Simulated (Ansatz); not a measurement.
Hf (hcp, Mg type)

```yaml
crystal:
  lattice:
    - [3.20421, 0.00000, 0.00000]
    - [-1.60210, 2.77493, 0.00000]
    - [0.00000, 0.00000, 5.06906]
  atoms:
    - { symbol: Hf, position: [0.33333, 0.66667, 0.75000] }
    - { symbol: Hf, position: [0.66667, 0.33333, 0.25000] }
```

The slice is a (-1 1 0 2) plane (indices of the conventional cell) through the point (0.333, 0.667, 0.750) (fractional), spanned by u = [110] and v = [1 -1 1] in vectors of this cell: u (3.20 Å) and v (7.52 Å, at 90° to u). It covers one period; positions are fractions (u, v).

Computed with PBE (plane waves to 420 eV, PAW, scalar-relativistic; Ansatz, a quantum-chemistry and plane-wave program). k mesh 17×17×9. Inside the PAW spheres the values are not all-electron values, and peaks at nuclei hang on which shells count as valence. Hf is run without spin polarisation. Hf was relaxed with its symmetry unable to fall. Spin-orbit coupling is left out, though Hf is heavy.

### Question
Sketch the electron localisation function (ELF) on this plane as a map.

### Answer
| v \ u | 0.00 | 0.11 | 0.22 | 0.33 | 0.44 | 0.56 | 0.67 | 0.78 | 0.89 |
|---|---|---|---|---|---|---|---|---|---|
| 0.90 | 0.65 | 0.51 | 0.21 | 0.22 | 0.58 | 0.58 | 0.22 | 0.21 | 0.51 |
| 0.80 | 0.31 | 0.34 | 0.40 | 0.46 | 0.48 | 0.48 | 0.46 | 0.40 | 0.34 |
| 0.70 | 0.67 | 0.58 | 0.34 | 0.18 | 0.14 | 0.14 | 0.18 | 0.34 | 0.58 |
| 0.60 | 0.30 | 0.32 | 0.35 | 0.35 | 0.32 | 0.32 | 0.35 | 0.35 | 0.32 |
| 0.50 | 0.40 | 0.28 | 0.16 | 0.37 | 0.70 | 0.70 | 0.37 | 0.16 | 0.28 |
| 0.40 | 0.78 | 0.68 | 0.31 | 0.17 | 0.47 | 0.47 | 0.17 | 0.31 | 0.68 |
| 0.30 | 0.26 | 0.19 | 0.14 | 0.27 | 0.49 | 0.49 | 0.27 | 0.14 | 0.19 |
| 0.20 | 0.27 | 0.30 | 0.42 | 0.57 | 0.66 | 0.66 | 0.57 | 0.42 | 0.30 |
| 0.10 | 0.63 | 0.51 | 0.21 | 0.13 | 0.33 | 0.33 | 0.13 | 0.21 | 0.51 |
| 0.00 | x | x | 0.71 | 0.20 | 0.22 | 0.22 | 0.20 | 0.71 | x |

Values: electron localisation function (ELF). Points within 0.5 Å of a nucleus are blanked (x), as the pseudised field means little there.
